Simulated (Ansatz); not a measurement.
Geometry optimisation in Ansatz: input, command and trajectory.

```yaml
crystal:
  lattice:
    - [6.6558579526, 0.0, 0.0]
    - [-3.3279289763, 5.7641420709, 0.0]
    - [0.0, 0.0, 4.0528709275]
  atoms:
    - { symbol: Ba, position: [0.0, 0.0, 0.0] }
    - { symbol: Ta, position: [0.3333333333, 0.6666666667, 0.0] }
    - { symbol: Ta, position: [0.6666666667, 0.3333333333, 0.0] }
    - { symbol: Tl, position: [0.5, 0.0, 0.5] }
    - { symbol: Tl, position: [0.5, 0.5, 0.5] }
    - { symbol: Tl, position: [0.0, 0.5, 0.5] }
basis:
  ecutwfc: 420
kpoints:
  mp_grid: { grid: [3, 3, 4] }
hamiltonian:
  xc: pbe
scf:
  occupations: { method: gaussian, width: 0.1 }
  lower_state_search: "off"
output:
  forces: true
  stress: true
  eigenvalues: true
relax:
  adjacent_minimum: "off"
  f_tol: 0.04
  max_steps: 70
  cell: { stress_tol: 0.4 }
```

```bash
ansatz run input.yaml --threads 1 --pin off --max-ram 2560MiB --backend cpu --events-out ev --progress --plain --runs-dir out
```

Theory: Ansatz 0.2.0, DFT PBE, scalar-relativistic, plane waves, PAW.

Of 7 frames 7 are shown, positions in Å and forces in eV/Å; the SCF threshold varies from step to step. Steps run on the plane waves of an earlier cell, with a Pulay correction in the pressure. The basis is chosen afresh for the last frame, the zero of the energies, and at times for earlier ones too; energy and pressure can step there, also at an unchanged geometry. Where two frames share a geometry here, they differ by under 2 meV/atom and 0.3 GPa.

```xyz
6
Lattice="6.6559 0.0000 0.0000 -3.3279 5.7641 0.0000 0.0000 0.0000 4.0529" Properties=species:S:1:pos:R:3:forces:R:3 pbc="T T T" step=1 free_energy_over_end_meV_per_atom=117.28 pressure_GPa=7.55
Ba    0.0000    0.0000    0.0000    0.0000    0.0000    0.0000
Ta    0.0000    3.8428    0.0000    0.0000    0.0000    0.0000
Ta    3.3279    1.9214    0.0000    0.0000    0.0000    0.0000
Tl    3.3279    0.0000    2.0264    0.0000    0.0000    0.0000
Tl    1.6640    2.8821    2.0264    0.0000    0.0000    0.0000
Tl   -1.6640    2.8821    2.0264    0.0000    0.0000    0.0000
6
Lattice="6.7457 0.0000 0.0000 -3.3728 5.8419 0.0000 0.0000 0.0000 4.2504" Properties=species:S:1:pos:R:3:forces:R:3 pbc="T T T" step=2 free_energy_over_end_meV_per_atom=46.58 pressure_GPa=0.23
Ba    0.0000    0.0000    0.0000    0.0000    0.0000    0.0000
Ta    0.0000    3.8946    0.0000    0.0000    0.0000    0.0000
Ta    3.3728    1.9473    0.0000    0.0000    0.0000    0.0000
Tl    3.3728    0.0000    2.1252    0.0000    0.0000    0.0000
Tl    1.6864    2.9210    2.1252    0.0000    0.0000    0.0000
Tl   -1.6864    2.9210    2.1252    0.0000    0.0000    0.0000
6
Lattice="6.5978 0.0000 0.0000 -3.2989 5.7139 0.0000 0.0000 0.0000 4.4103" Properties=species:S:1:pos:R:3:forces:R:3 pbc="T T T" step=3 free_energy_over_end_meV_per_atom=23.27 pressure_GPa=-0.52
Ba    0.0000    0.0000    0.0000    0.0000    0.0000    0.0000
Ta    0.0000    3.8092    0.0000    0.0000    0.0000    0.0000
Ta    3.2989    1.9046    0.0000    0.0000    0.0000    0.0000
Tl    3.2989    0.0000    2.2052    0.0000    0.0000    0.0000
Tl    1.6494    2.8569    2.2052    0.0000    0.0000    0.0000
Tl   -1.6494    2.8569    2.2052    0.0000    0.0000    0.0000
6
Lattice="6.3545 0.0000 0.0000 -3.1773 5.5032 0.0000 0.0000 0.0000 4.6082" Properties=species:S:1:pos:R:3:forces:R:3 pbc="T T T" step=4 free_energy_over_end_meV_per_atom=2.59 pressure_GPa=-0.08
Ba    0.0000    0.0000    0.0000    0.0000    0.0000    0.0000
Ta    0.0000    3.6688    0.0000    0.0000    0.0000    0.0000
Ta    3.1773    1.8344    0.0000    0.0000    0.0000    0.0000
Tl    3.1773    0.0000    2.3041    0.0000    0.0000    0.0000
Tl    1.5886    2.7516    2.3041    0.0000    0.0000    0.0000
Tl   -1.5886    2.7516    2.3041    0.0000    0.0000    0.0000
6
Lattice="6.2491 0.0000 0.0000 -3.1246 5.4119 0.0000 0.0000 0.0000 4.6970" Properties=species:S:1:pos:R:3:forces:R:3 pbc="T T T" step=5 free_energy_over_end_meV_per_atom=1.80 pressure_GPa=0.23
Ba    0.0000    0.0000    0.0000    0.0000    0.0000    0.0000
Ta    0.0000    3.6079    0.0000    0.0000    0.0000    0.0000
Ta    3.1246    1.8040    0.0000    0.0000    0.0000    0.0000
Tl    3.1246    0.0000    2.3485    0.0000    0.0000    0.0000
Tl    1.5623    2.7059    2.3485    0.0000    0.0000    0.0000
Tl   -1.5623    2.7059    2.3485    0.0000    0.0000    0.0000
6
Lattice="6.2985 0.0000 0.0000 -3.1493 5.4547 0.0000 0.0000 0.0000 4.6587" Properties=species:S:1:pos:R:3:forces:R:3 pbc="T T T" step=6 free_energy_over_end_meV_per_atom=1.26 pressure_GPa=-0.01
Ba    0.0000    0.0000    0.0000    0.0000    0.0000    0.0000
Ta    0.0000    3.6364    0.0000    0.0000    0.0000    0.0000
Ta    3.1493    1.8182    0.0000    0.0000    0.0000    0.0000
Tl    3.1493    0.0000    2.3293    0.0000    0.0000    0.0000
Tl    1.5746    2.7273    2.3293    0.0000    0.0000    0.0000
Tl   -1.5746    2.7273    2.3293    0.0000    0.0000    0.0000
6
Lattice="6.2985 0.0000 0.0000 -3.1493 5.4547 0.0000 0.0000 0.0000 4.6587" Properties=species:S:1:pos:R:3:forces:R:3 pbc="T T T" step=7 free_energy_over_end_meV_per_atom=0.00 pressure_GPa=0.04
Ba    0.0000    0.0000    0.0000    0.0000    0.0000    0.0000
Ta    0.0000    3.6364    0.0000    0.0000    0.0000    0.0000
Ta    3.1493    1.8182    0.0000    0.0000    0.0000    0.0000
Tl    3.1493    0.0000    2.3293    0.0000    0.0000    0.0000
Tl    1.5746    2.7273    2.3293    0.0000    0.0000    0.0000
Tl   -1.5746    2.7273    2.3293    0.0000    0.0000    0.0000
```

The start puts this composition into another compound's structure type, which needn't suit it. At the end the space group is P6/mmm (tolerance 0.05 Å).

Time: 37 s on 1 thread of Arm Neoverse V1 (shared host), peak memory 0.45 GiB.

The k mesh is coarse. Spin–orbit coupling is left out, which can shift energies with elements as heavy as these.